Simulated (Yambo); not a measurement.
Yambo run on MgPdF$_{6}$ (space group R-3, No. 148). The wavefunctions are PBEsol (pw.x of Quantum ESPRESSO, ONCV potentials, no spin-orbit coupling) ones on a 4×4×4 mesh (35 occupied bands); a = 5.3335 Å, b = 5.3335 Å, c = 5.3335 Å, α = 55.07°, β = 55.07°, γ = 55.07°.

Yambo input:

```
rim_cut
gw0
dyson
el_el_corr
HF_and_locXC
mpa
em1d
RandQpts= 1000000
RandGvec= 1 Ry
EXXRLvcs= 84 Ry
VXCRLvcs= 336 Ry
Chimod= "HARTREE"
% BndsRnXm
 6 | 120 |
%
NGsBlkXm= 6 Ry
% LongDrXm
 1.0 | 1.0 | 1.0 |
%
EnSampXm= "2l"
EnGridXm= "lP"
% EnRngeXm
 0.0 | 40.0 | eV
%
% ImRngeXm
 2.72114 | 27.21138 | eV
%
% DmRngeXm
 0.02721 | 2.72114 | eV
%
ETStpsXm= 8
IntSolXm= "PT"
% GbndRnge
 1 | 120 |
%
GTermKind= "none"
DysSolver= "n"
ExtendOut
% QPkrange
 7 | 7 | 35 | 36 |
%
```

k points by index: 7 = F.

The o-*.qp file then holds:

```
#    K-point    Band    Eo [eV]    E [eV]    E-Eo [eV]    Vxc [eV]    Vnlxc [eV]    Sc|Eo [eV]    Sc|E [eV]    dSc/dw|Eo [eV]    Re(Z)    Im(Z)
#
    7    35    0.000000    -1.233972    -1.233972    -24.37877    -31.93932    5.896509    6.326584    -9.480662    0.741602    -0.003161
    7    36    1.885154    3.741451    1.856298    -24.63594    -20.30438    -1.883016    -2.475266    -8.678115    0.758161    -0.005360
```
(The two width columns are left out.) Convergence of these settings isn't established.

Geometry of the Materials Project entry, not relaxed at this level.
